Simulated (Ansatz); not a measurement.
## Lu3Si in the antiAuCu3 structure

Computed with Ansatz (plane waves, PAW, 420 eV cutoff): PBEsol, scalar-relativistic, no spin polarisation, Γ-centred 8×8×8 mesh, 0.05 eV Gaussian smearing. The datasets are Ansatz's generated set soft_2.

```
CELL_PARAMETERS angstrom
4.44343 0.00000 0.00000
0.00000 4.44343 0.00000
0.00000 0.00000 4.44343
ATOMIC_POSITIONS crystal
Lu 0.00000 0.50000 0.50000
Lu 0.50000 0.50000 0.00000
Lu 0.50000 0.00000 0.50000
Si 0.00000 0.00000 0.00000
```

The cell came from substitution into a structure type; whether the compound takes it is for experiment to say.

| Property | Result |
| --- | --- |
| Space group | Pm-3m (No. 221) |
| Volume | 21.93 Å³/atom |
| Band gap | zero (metallic) |
| Density of states at the Fermi level | 1.2 states/(eV·atom) |
| Formation energy from the elements (0 K, uncorrected) | -0.30 eV/atom |
| Bulk modulus (Birch–Murnaghan) | 69 GPa |
| Pressure derivative B0′ | 3.7 |

Task: Estimate the f electrons (orthogonalised atomic orbitals) at this level of theory (PBEsol).

Result: Lu 13.98.

With 79 valence electrons in the calculation's cell and no magnetic order, the bands, two electrons each, can't all be full or empty: band theory demands a metal. (Only strong correlation, outside this picture, could make a Mott insulator of it.)

No spin–orbit coupling, a notable omission for heavy elements. Spin polarisation wasn't tried.
